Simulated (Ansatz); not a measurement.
ZnGeO3:
```
ZnGeO3
1.0
    2.49084     1.43809     4.60991
   -2.49084     1.43809     4.60991
    0.00000    -2.87618     4.60991
Zn Ge O
2 2 6
Direct
  0.36803   0.36803   0.36803
  0.63197   0.63197   0.63197
  0.15614   0.15614   0.15614
  0.84386   0.84386   0.84386
  0.78399   0.04627   0.43900
  0.21601   0.95373   0.56100
  0.04627   0.43900   0.78399
  0.95373   0.56100   0.21601
  0.43900   0.78399   0.04627
  0.56100   0.21601   0.95373
```

Tensor components refer to the Cartesian frame of this cell.

Question: Give the high-frequency dielectric tensor and the Born effective charge tensors of the independent atoms from DFPT, the program Ansatz at the PBEsol level (PAW).

Answer: 
ε∞:
```
4.53  0.00  0.00
0.00  4.53  0.00
0.00  0.00  4.34
```
Z* of atom 1 (Zn), rows: field, columns: displacement, in e:
```
 2.36   0.04   0.00
-0.04   2.36   0.00
 0.00   0.00   2.61
```
Z* of atom 3 (Ge), rows: field, columns: displacement, in e:
```
 4.16  -0.06   0.00
 0.06   4.16   0.00
 0.00   0.00   3.39
```
Z* of atom 5 (O), rows: field, columns: displacement, in e:
```
-1.93   0.03  -0.36
 0.02  -2.42  -0.13
-0.45  -0.21  -2.00
```

Space group R-3. The first step of the workflow began from a Materials Project structure, measured or hypothetical; the Crystallography Open Database copy checked does not list it. Its standing as an ambient phase is unchecked. The PBEsol relaxation kept the symmetry of its start; whether a distortion lowers the energy is not shown. Scalar-relativistic: spin–orbit coupling is off unless named, which matters more the heavier the elements.

Potentials: the later of the program's two PAW sets.
